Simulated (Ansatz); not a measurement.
The start is a generated cell, GaP placed in the zincblende structure type. A full variable-cell relaxation at zero pressure is run with PBEsol (plane waves to 420 eV, PAW, scalar-relativistic; Ansatz, a first-principles code). The first steps use a coarse 7×7×7 k-mesh.

Starting cell:
```
GaP
1.0
    0.00000     2.69884     2.69884
    2.69884     0.00000     2.69884
    2.69884     2.69884     0.00000
P Ga
1 1
Direct
  0.75000   0.75000   0.75000
  0.00000   0.00000   0.00000
```

**Question.** What pressure does the first self-consistent step give?

**Answer.** +2.1 GPa (positive: the cell is compressed).

**Question.** How much energy is released per atom?

**Answer.** 0.003 eV/atom.

**Question.** How does the volume change?

**Answer.** +2.3 %, from 19.66 to 20.11 Å³/atom.

**Question.** What band gap does the relaxed structure have at this level?

**Answer.** 1.45 eV, indirect (valence top at Γ, conduction bottom at 87 % of the way from Γ to X) (no spin-orbit coupling).

**Question.** What does it relax into? Give the structure.

**Answer.** 
```cif
data_Ga4P4
_chemical_formula_sum 'P4 Ga4'
_space_group_name_H-M_alt 'F-43m'
_space_group_IT_number 216
_space_group_name_Hall 'F -4 2 3'
_cell_length_a 5.43898
_cell_length_b 5.43898
_cell_length_c 5.43898
_cell_angle_alpha 90.000
_cell_angle_beta 90.000
_cell_angle_gamma 90.000
loop_
_atom_site_label
_atom_site_type_symbol
_atom_site_symmetry_multiplicity
_atom_site_Wyckoff_symbol
_atom_site_fract_x
_atom_site_fract_y
_atom_site_fract_z
_atom_site_occupancy
P1 P 4 c 0.25000 0.25000 0.25000 1
Ga1 Ga 4 a 0.00000 0.00000 0.00000 1
```
(The calculation used a cell of 2 atoms; values per cell refer to that cell.)

The space group stays F-43m (No. 216) (the run could not lower it); the end is zinc blende type, with 2 atoms in the primitive cell. Final values are on a 11×11×11 k-mesh of the relaxed cell. No spin polarisation in the result.

The run could not lose the symmetry of its start; a randomly shaken copy of 2 atoms returns to this structure.

All atoms sit on sites fixed by symmetry, so only the cell could relax.
